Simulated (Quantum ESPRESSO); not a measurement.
# Kohn-Sham bands of AlAs (wurtzite)

```yaml
crystal:
  lattice:
    - [4.00239, 0.00000, 0.00000]
    - [-2.00119, 3.46617, 0.00000]
    - [0.00000, 0.00000, 6.57780]
  atoms:
    - { symbol: Al, position: [0.33333, 0.66667, 0.00068] }
    - { symbol: Al, position: [0.66667, 0.33333, 0.50068] }
    - { symbol: As, position: [0.33333, 0.66667, 0.37532] }
    - { symbol: As, position: [0.66667, 0.33333, 0.87532] }
```

Materials Project entry mp-8881; symmetrised, unrelaxed at this level. Not found in the COD (Crystallography Open Database) copy used, which has the formula in other groups; not checked further. Method: PBEsol plane waves in Quantum ESPRESSO 7.5 (PseudoDojo norm-conserving files, 68 Ry, spinors with spin-orbit coupling), Bloch states on a 6×6×4 mesh through Γ, Wannier90 4.0.1. Density: 12×12×6 mesh, cold smearing 0.01 Ry.

Q: List the Kohn-Sham levels between −8 and 4.5 eV relative to the valence-band maximum at the high-symmetry points, as a band run of pw.x on that density gives them (levels within 2 meV counted together).

A: 
```tsv
point	k (reciprocal lattice)	levels (eV)
Γ	0.000 0.000 0.000	-5.79 (×2), -1.16 (×2), -0.99 (×2), -0.36 (×2), -0.07 (×2), 0.00 (×2), 1.61 (×2), 1.82 (×2), 3.85 (×2), 3.86 (×2), 4.30 (×2)
M	0.500 0.000 0.000	-5.62 (×2), -4.80 (×2), -3.68 (×2), -2.36 (×2), -2.20 (×2), -1.01 (×2), 1.56 (×2), 2.86 (×2), 3.62 (×2), 4.46 (×2)
K	0.333 0.333 0.000	-5.01, -4.96, -4.92 (×2), -4.21 (×2), -2.82, -2.77 (×2), -2.72, -2.57 (×2), 1.98 (×2)
A	0.000 0.000 0.500	-3.63 (×4), -0.74 (×4), -0.55 (×4), 2.38 (×4), 4.41 (×4), 4.44 (×4)
L	0.500 0.000 0.500	-5.67 (×4), -1.91 (×4), -1.76 (×4), 1.76 (×4), 2.96 (×4)
H	0.333 0.333 0.500	-5.51 (×2), -5.46 (×2), -3.62 (×2), -3.53 (×2), -1.44 (×2), -1.40 (×2), 2.54 (×2), 2.55 (×2), 4.38 (×2), 4.43 (×2)
```
